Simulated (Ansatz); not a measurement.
Property card for K2ZnI4

K2ZnI4:
```
CELL_PARAMETERS angstrom
      7.86548     0.00000     0.00000
      0.00000     8.16923     0.00000
     -2.98830     0.00000     9.15894
ATOMIC_POSITIONS crystal
  K  0.21972 0.25000 0.55361
  K  0.78028 0.75000 0.44639
  K  0.25664 0.25000 0.06568
  K  0.74336 0.75000 0.93432
  Zn 0.77766 0.25000 0.69881
  Zn 0.22234 0.75000 0.30119
  I  0.59427 0.25000 0.42176
  I  0.40573 0.75000 0.57824
  I  0.00282 0.00122 0.24221
  I  0.99718 0.99878 0.75779
  I  0.99718 0.50122 0.75779
  I  0.00282 0.49878 0.24221
  I  0.58365 0.25000 0.87548
  I  0.41635 0.75000 0.12452
```

Space group P2_1/m (No. 11); conventional cell a = 7.8655 Å, b = 8.1692 Å, c = 9.6341 Å, α = γ = 90.00°, β = 108.07°.

Method: plane-wave PAW r²SCAN (Ansatz code). Structure relaxed to zero pressure with the same functional. Other levels are named where they apply.

Cell and energy:

- Volume per atom = 42.04 Å³
- Density = 3.67 g/cm³
- Formation energy from the elements (no fitted shifts) = -1.29 eV/atom

Electronic structure:

Band gap: 3.70 eV (direct)
Valence-band maximum: at Γ
Conduction-band minimum: at Γ
Electron effective mass: 0.38, 0.38, 0.61 mₑ (principal values)
Hole effective mass: 0.37, 2.4, 3.4 mₑ (principal values)

Mechanics:

- Bulk modulus (Birch–Murnaghan fit): 9.6 GPa
- Pressure derivative B′: 6.7

Charges:

Bader charges: K +0.85 to +0.86, Zn +0.81, I -0.64 to -0.63 e

The first step of the workflow began from a Materials Project structure, measured or hypothetical; the Crystallography Open Database copy checked does not list it. Whether it is the stable phase at ambient conditions was not checked. The cell was relaxed with r²SCAN under the symmetry of its start; its stability against distortions is not shown here. The references are the lowest solids computed at this level, not always the standard phases. Spin–orbit coupling is left out wherever it is not named.

Potentials: the later of the program's two PAW sets.
